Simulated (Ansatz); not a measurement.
Eigenvalues along a path: Lu (bcc type)

```xyz
1
Lattice="-1.5162 1.5162 1.5162 1.5162 -1.5162 1.5162 1.5162 1.5162 -1.5162" Properties=species:S:1:pos:R:3 pbc="T T T"
Lu    0.0000    0.0000    0.0000
```

The cell comes from a relaxation on PAW files under the same functional, begun from a prototype that needn't be the stable phase.

All numbers are PBEsol results (scalar-relativistic) from Ansatz 0.2.0, with a Γ-centred 16×16×16 k mesh, Fermi–Dirac smearing of 0.05 eV, no spin polarisation. Methods: LAPW: all electrons, basis error target 1 meV/atom.

This run: volume at 0.5 of the series' base cell.

Spin–orbit coupling is left out, which matters for the heavy atoms. The structure type is held throughout; the real material can change phase at far lower pressure.

Path points, in fractions of the reciprocal vectors: Γ (0.000, 0.000, 0.000), H (0.500, -0.500, 0.500), N (0.000, 0.000, 0.500), P (0.250, 0.250, 0.250). The distance column jumps between branches of the path. Levels in eV from the Fermi level; bands 10 to 23, counted from the lowest band of the run. The gap is zero, the pressure 99.8 GPa.

```
# k(1/Å) point b10 b11 b12 b13 b14 b15 b16 b17 b18 b19 b20 b21 b22 b23
0.000 Γ -24.42 -24.42 -24.42 -6.82 -4.64 -4.64 -4.64 -4.09 -4.09 -4.09 -3.94 2.81 2.81 2.81
0.259 - -24.72 -24.53 -24.53 -6.22 -4.65 -4.62 -4.62 -4.12 -4.10 -4.10 -3.98 2.76 2.76 3.08
0.518 - -25.43 -24.83 -24.83 -4.68 -4.67 -4.55 -4.55 -4.18 -4.13 -4.13 -4.10 2.76 2.76 3.87
0.777 - -26.22 -25.27 -25.27 -4.71 -4.46 -4.46 -4.30 -4.25 -4.17 -4.17 -2.72 1.65 3.08 3.08
1.036 - -26.85 -25.80 -25.80 -4.74 -4.39 -4.38 -4.37 -4.37 -4.18 -4.18 -1.23 -0.32 3.93 3.93
1.295 - -27.18 -26.32 -26.32 -4.78 -4.48 -4.47 -4.33 -4.33 -4.14 -4.14 -1.91 -1.21 5.38 5.38
1.554 - -27.25 -26.75 -26.75 -4.80 -4.55 -4.53 -4.33 -4.33 -4.09 -4.09 -3.07 -2.59 7.46 7.46
1.813 - -27.18 -27.03 -27.03 -4.80 -4.61 -4.59 -4.33 -4.33 -4.05 -4.05 -3.95 -3.79 10.12 10.12
2.072 H -27.13 -27.13 -27.13 -4.79 -4.79 -4.61 -4.34 -4.34 -4.34 -4.04 -4.04 -4.04 12.81 12.81
2.255 - -27.19 -27.08 -27.05 -4.76 -4.70 -4.60 -4.33 -4.32 -4.23 -4.05 -3.99 -3.94 10.75 10.80
2.438 - -27.37 -26.94 -26.80 -4.71 -4.60 -4.58 -4.33 -4.30 -4.12 -4.06 -3.59 -3.45 8.21 8.27
2.621 - -27.62 -26.72 -26.41 -4.67 -4.55 -4.55 -4.32 -4.30 -4.11 -4.09 -3.04 -2.33 5.79 6.05
2.805 - -27.90 -26.44 -25.94 -4.64 -4.52 -4.51 -4.31 -4.30 -4.12 -4.11 -2.61 -0.82 3.62 4.58
2.988 - -28.17 -26.16 -25.43 -4.62 -4.49 -4.46 -4.32 -4.25 -4.15 -4.11 -2.72 0.99 1.78 4.36
3.171 - -28.39 -25.90 -24.97 -4.60 -4.47 -4.42 -4.34 -4.18 -4.17 -4.11 -3.33 0.35 2.99 5.35
3.354 - -28.53 -25.73 -24.64 -4.59 -4.46 -4.40 -4.36 -4.19 -4.11 -4.08 -3.91 -0.59 4.98 6.90
3.537 N -28.58 -25.67 -24.53 -4.58 -4.46 -4.39 -4.39 -4.20 -4.12 -4.11 -4.03 -0.92 6.15 7.82
3.720 - -28.45 -25.62 -24.52 -4.58 -4.49 -4.43 -4.38 -4.22 -4.12 -4.03 -3.94 -0.80 5.42 8.02
3.903 - -28.06 -25.50 -24.51 -4.58 -4.58 -4.41 -4.36 -4.29 -4.13 -4.03 -3.62 -0.46 4.03 7.92
4.086 - -27.47 -25.31 -24.49 -4.63 -4.58 -4.38 -4.36 -4.32 -4.14 -4.03 -3.41 0.06 2.72 7.37
4.270 - -26.72 -25.07 -24.47 -4.67 -4.59 -4.47 -4.30 -4.26 -4.14 -4.03 -3.66 0.71 2.03 6.70
4.453 - -25.91 -24.83 -24.45 -4.80 -4.60 -4.54 -4.48 -4.19 -4.18 -4.13 -4.02 1.42 2.14 5.37
4.636 - -25.16 -24.62 -24.43 -5.70 -4.63 -4.62 -4.60 -4.14 -4.13 -4.11 -4.00 2.11 2.55 3.99
4.819 - -24.62 -24.47 -24.42 -6.52 -4.64 -4.63 -4.63 -4.10 -4.09 -4.09 -3.96 2.62 2.77 3.12
5.002 Γ -24.42 -24.42 -24.42 -6.82 -4.64 -4.64 -4.64 -4.09 -4.09 -4.09 -3.94 2.81 2.81 2.81
5.226 - -24.74 -24.45 -24.45 -6.37 -4.63 -4.63 -4.63 -4.11 -4.10 -4.10 -3.97 2.59 2.59 3.35
5.451 - -25.53 -24.55 -24.55 -5.23 -4.61 -4.61 -4.59 -4.18 -4.12 -4.12 -4.01 1.90 1.90 4.93
5.675 - -26.46 -24.74 -24.74 -4.56 -4.56 -4.54 -4.42 -4.15 -4.15 -4.08 -3.54 1.01 1.01 7.07
5.899 - -27.25 -25.02 -25.02 -4.48 -4.48 -4.48 -4.46 -4.16 -4.16 -4.11 -1.95 0.27 0.27 7.72
6.124 - -27.71 -25.39 -25.39 -4.49 -4.41 -4.41 -4.41 -4.16 -4.15 -4.15 -0.34 -0.09 -0.09 8.51
6.348 - -27.76 -25.83 -25.83 -4.47 -4.35 -4.35 -4.34 -4.21 -4.15 -4.15 -0.01 -0.01 1.02 9.24
6.572 - -27.40 -26.29 -26.29 -4.42 -4.31 -4.31 -4.27 -4.27 -4.18 -4.18 0.45 0.45 1.68 9.73
6.797 P -26.71 -26.71 -26.71 -4.37 -4.30 -4.30 -4.30 -4.22 -4.22 -4.22 1.07 1.07 1.07 9.90
7.021 - -27.06 -27.06 -25.90 -4.41 -4.35 -4.35 -4.23 -4.21 -4.21 -4.17 -0.37 1.55 1.55 9.71
7.245 - -27.31 -27.31 -25.22 -4.47 -4.42 -4.42 -4.20 -4.19 -4.19 -4.13 -1.48 1.55 1.55 9.19
7.469 - -27.43 -27.43 -24.95 -4.51 -4.48 -4.48 -4.31 -4.18 -4.18 -4.10 -1.45 0.84 0.84 8.76
7.694 - -27.44 -27.44 -25.19 -4.53 -4.53 -4.50 -4.42 -4.17 -4.17 -4.08 -0.46 -0.46 -0.14 8.84
7.918 - -27.37 -27.37 -25.79 -4.57 -4.57 -4.52 -4.42 -4.17 -4.17 -4.06 -1.93 -1.93 2.30 9.43
8.142 - -27.26 -27.26 -26.45 -4.62 -4.62 -4.57 -4.38 -4.18 -4.18 -4.05 -3.18 -3.18 5.64 10.41
8.367 - -27.17 -27.17 -26.95 -4.70 -4.70 -4.60 -4.35 -4.25 -4.25 -4.04 -3.90 -3.90 9.51 11.69
8.591 H -27.13 -27.13 -27.13 -4.79 -4.79 -4.61 -4.34 -4.34 -4.34 -4.04 -4.04 -4.04 12.81 12.81
10.385 P -26.71 -26.71 -26.71 -4.37 -4.30 -4.30 -4.30 -4.22 -4.22 -4.22 1.07 1.07 1.07 9.90
10.515 - -27.10 -26.68 -26.32 -4.39 -4.32 -4.31 -4.27 -4.23 -4.22 -4.19 0.51 0.79 1.72 9.80
10.644 - -27.46 -26.57 -25.92 -4.42 -4.35 -4.35 -4.23 -4.21 -4.21 -4.16 0.05 0.06 2.45 9.51
10.774 - -27.78 -26.41 -25.55 -4.45 -4.41 -4.38 -4.21 -4.18 -4.18 -4.14 -0.93 -0.29 3.24 9.11
10.903 - -28.06 -26.21 -25.21 -4.47 -4.47 -4.41 -4.21 -4.16 -4.13 -4.13 -1.96 -0.55 4.05 8.70
11.033 - -28.28 -26.01 -24.92 -4.52 -4.49 -4.43 -4.20 -4.14 -4.12 -4.09 -2.89 -0.73 4.83 8.34
11.162 - -28.44 -25.83 -24.71 -4.55 -4.49 -4.44 -4.20 -4.13 -4.11 -4.06 -3.64 -0.84 5.51 8.06
11.292 - -28.54 -25.71 -24.57 -4.58 -4.48 -4.45 -4.20 -4.15 -4.12 -4.11 -4.03 -0.90 5.98 7.88
11.421 N -28.58 -25.67 -24.53 -4.58 -4.46 -4.39 -4.39 -4.20 -4.12 -4.11 -4.03 -0.92 6.15 7.82
```
